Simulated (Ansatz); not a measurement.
**MgMn2P2O8F2: a ladder of calculations**

Cell of run 1: a computed structure from the Materials Project (it need not be an observed phase), taken as it stands.

```yaml
crystal:
  lattice:
    - [5.20300, 0.00000, 0.00000]
    - [-0.74476, 5.36779, 0.00000]
    - [-2.31097, -2.60894, 6.63371]
  atoms:
    - { symbol: Mg, position: [0.55728, 0.24872, 0.83502] }
    - { symbol: Mn, position: [0.00962, 0.98896, 0.00994] }
    - { symbol: Mn, position: [0.50267, 0.50253, 0.48864] }
    - { symbol: P, position: [0.91381, 0.55295, 0.23942] }
    - { symbol: P, position: [0.10147, 0.45430, 0.76302] }
    - { symbol: O, position: [0.18869, 0.76176, 0.86586] }
    - { symbol: O, position: [0.19995, 0.29938, 0.90313] }
    - { symbol: O, position: [0.77602, 0.35488, 0.65745] }
    - { symbol: O, position: [0.26544, 0.37455, 0.61956] }
    - { symbol: O, position: [0.81096, 0.65777, 0.06627] }
    - { symbol: O, position: [0.23377, 0.65292, 0.34862] }
    - { symbol: O, position: [0.77750, 0.63172, 0.39589] }
    - { symbol: O, position: [0.81402, 0.23872, 0.12063] }
    - { symbol: F, position: [0.66813, 0.90121, 0.76089] }
    - { symbol: F, position: [0.33068, 0.12962, 0.24974] }
```

Sites (sets of like atoms) are named by element and the number of their first atom in this list.

All runs are DFT with Ansatz 0.2.0 (plane waves and PAW, scalar-relativistic unless spin–orbit coupling is named, Γ-centred meshes, Fermi–Dirac smearing where given) in this cell. Start moments of run 1 as typed (μB): 4 on each Mn, none on the rest. Antiparallel start moments (μB): 0 4 -4 0 0 0 0 0 0 0 0 0 0 0 0 by atom.

Run 1: PBE, parallel start moments, atoms as given; 420 eV, 4×4×3 k-points, smearing 0.02 eV.
Run 2: r2SCAN, parallel start moments, atoms as given; 500 eV, 4×4×3 k-points, smearing 0.02 eV.
Run 3: PBE, antiparallel start moments, atoms as given; 420 eV, 4×4×3 k-points, smearing 0.02 eV.

```csv
run,Mn2 V_zz (η),Mn3 V_zz (η),O6 V_zz (η),F14 V_zz (η),F15 V_zz (η),absolute moment (μB)
1,-4.50 (0.28),-2.16 (0.35),9.69 (0.52),-8.41 (0.71),12.92 (0.18),8.3
2,?,?,?,?,?,?
3,-4.70 (0.35),-3.16 (0.27),9.74 (0.54),-8.37 (0.68),11.68 (0.25),8.1
```

V_zz in 10²¹ V/m²; 5 of the 15 sets of like atoms are followed.

Question: Estimate the row of run 2.

Answer: Mn2: -5.17 (0.17); Mn3: -2.99 (0.25); O6: 9.91 (0.55); F14: -8.20 (0.70); F15: 12.64 (0.18); absolute moment (μB): 8.4. It lies nearest to run 3, from whose tensors on these sites it differs by 0.97 at most (largest principal value of the difference, on F15). Taken one at a time, the magnetic start moves the tensors on these sites by up to 1.57 (largest principal value of the change, on Mn2), the functional (r2SCAN with its higher cutoff) by 1.41 (Mn2). On Mn2 V_xx and V_yy change places between runs (or their axes turn by over 50°), so η hides a larger change.

The magnetic order is the one that the run reached from its start moments, not necessarily the measured one. For runs 1, 2: All moments are parallel here, as the start or the cell imposes; many such compounds order antiparallel, where fields and spin densities carried over to other atoms largely cancel. In runs 1, 2 the program didn't check the stability of the electronic state in full, so a lower one may lie near. In runs 1, 2, 3 the atoms aren't at the calculated equilibrium (largest force 0.65, 0.50, 0.61 eV/Å). The cell isn't the equilibrium one in run 2 (calculated pressure -6 GPa), and the entry's cell may itself be off.
